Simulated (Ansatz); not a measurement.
CuI:
```cif
data_CuI
_chemical_formula_sum 'Cu1 I1'
_space_group_name_H-M_alt 'P 1'
_space_group_IT_number 1
_cell_length_a 4.25729
_cell_length_b 4.25729
_cell_length_c 4.25729
_cell_angle_alpha 60.000
_cell_angle_beta 60.000
_cell_angle_gamma 60.000
loop_
_space_group_symop_operation_xyz
  'x, y, z'
loop_
_atom_site_label
_atom_site_type_symbol
_atom_site_fract_x
_atom_site_fract_y
_atom_site_fract_z
_atom_site_occupancy
Cu1 Cu 0.75000 0.75000 0.75000 1
I1 I 0.00000 0.00000 0.00000 1
```

Relaxed with r²SCAN.

Give the optical modes at the zone centre with their infrared and Raman activity from DFPT, the program Ansatz at the r²SCAN level (PAW).

Transverse frequencies, without the LO–TO term; a row sums one degenerate level.

```json
[
 {"ω (cm⁻¹)": "129", "degeneracy": "3", "IR ((D/Å)²/amu)": "1.75", "Raman (Å⁴/amu)": "59", "activity": "IR+Raman", "symmetry": "T2"}
]
```

How high does the top mode go among those that the LO–TO term moves?

144 cm⁻¹ for q along x.

Space group F-43m (zinc blende). The r²SCAN relaxation kept the symmetry of its start. The run is not spin-polarised. Scalar-relativistic: spin–orbit coupling is off unless named, which matters more the heavier the elements.

Potentials: the earlier of the program's two PAW sets. The files were generated under PBE; for other functionals the program regenerates the frozen cores, and for LDA and PBEsol the local potential too.
